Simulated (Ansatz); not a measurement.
The end point of a relaxation of PbS. All values below come from PBEsol (plane waves to 420 eV, PAW, scalar-relativistic; Ansatz, a program for electronic structure).

```cif
data_PbS
_chemical_formula_sum 'Pb1 S1'
_space_group_name_H-M_alt 'P 1'
_space_group_IT_number 1
_cell_length_a 4.17412
_cell_length_b 4.17412
_cell_length_c 4.17412
_cell_angle_alpha 60.000
_cell_angle_beta 60.000
_cell_angle_gamma 60.000
loop_
_space_group_symop_operation_xyz
  'x, y, z'
loop_
_atom_site_label
_atom_site_type_symbol
_atom_site_fract_x
_atom_site_fract_y
_atom_site_fract_z
_atom_site_occupancy
Pb1 Pb 0.00000 0.00000 0.00000 1
S1 S 0.50000 0.50000 0.50000 1
```

Q: Find the space group and the Wyckoff positions (tolerance 0.01 Å).

A: Space group Fm-3m (No. 225); a = b = c = 5.903 Å, α = β = γ = 90.00°

```tsv
atom	site	symmetry	x	y	z
Pb	4a	m-3m	0.0000	0.0000	0.0000
S	4b	m-3m	0.5000	0.5000	0.5000
```

This is the rock salt type.

Q: Give the shortest distances between elements (the closest pairs, up to four, under 3.6 Å).

A: Pb–S 2.95 Å.

```yaml
volume_per_atom: 25.71 Å³
band_gap: 0.20 eV, direct (no spin-orbit coupling)
```

No spin polarisation in the result. Spin-orbit coupling is missing; with elements this heavy it can move band edges by tenths of an eV or more.

It was reached from a disturbed copy of a I4₁/amd (No. 141) cell (AFLOW prototype AB_tI8_141_a_b ("40", as in NbP)), against which it lies -0.32 eV/atom.
